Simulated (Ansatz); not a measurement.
LaWN₃:
```xyz
10
Lattice="5.7948 0.0000 0.0000 0.0000 3.8574 0.0000 -2.5815 0.0000 7.4656" Properties=species:S:1:pos:R:3 pbc="T T T"
La     0.9539     0.9643     1.3817
La     2.2595     2.8930     6.0839
W     -0.9124     0.9643     4.9881
W      4.1257     2.8930     2.4775
N     -2.0322     0.9643     6.4650
N      5.2455     2.8930     1.0006
N      4.6438     0.9643     2.9102
N     -1.4305     2.8930     4.5554
N      0.7947     0.9643     5.5345
N      2.4186     2.8930     1.9312
```

Tensor components refer to the Cartesian frame of this cell.

Problem. Give the high-frequency dielectric tensor and the Born effective charge tensors of the independent atoms from DFPT, PBEsol in the plane-wave PAW code Ansatz.

Solution. 
ε∞:
```
 7.03   0.00  -0.23
 0.00   7.62   0.00
-0.23   0.00   6.90
```
Z* of atom 1 (La), rows: field, columns: displacement, in e:
```
 4.89   0.00   0.33
 0.00   4.44   0.00
-0.05   0.00   4.07
```
Z* of atom 3 (W), rows: field, columns: displacement, in e:
```
 3.93   0.00  -0.63
 0.00   6.63   0.00
-0.51   0.00   4.72
```
Z* of atom 5 (N), rows: field, columns: displacement, in e:
```
-3.13   0.00   1.38
 0.00  -2.95   0.00
 1.65   0.00  -4.47
```
Z* of atom 7 (N), rows: field, columns: displacement, in e:
```
-0.88   0.00   0.29
 0.00  -5.87   0.00
-0.02   0.00  -3.28
```
Z* of atom 9 (N), rows: field, columns: displacement, in e:
```
-4.81   0.00  -1.38
 0.00  -2.24   0.00
-1.06   0.00  -1.04
```

Space group P2_1/m. The workflow started from a Materials Project entry (that database holds measured and hypothetical structures alike); the Crystallography Open Database copy checked does not list it. Whether it is the stable phase at ambient conditions was not checked. The PBEsol relaxation kept the symmetry of its start; its stability against distortions is not shown here. The run is not spin-polarised. Spin–orbit coupling is left out wherever it is not named.

Potentials: the later of the program's two PAW sets.
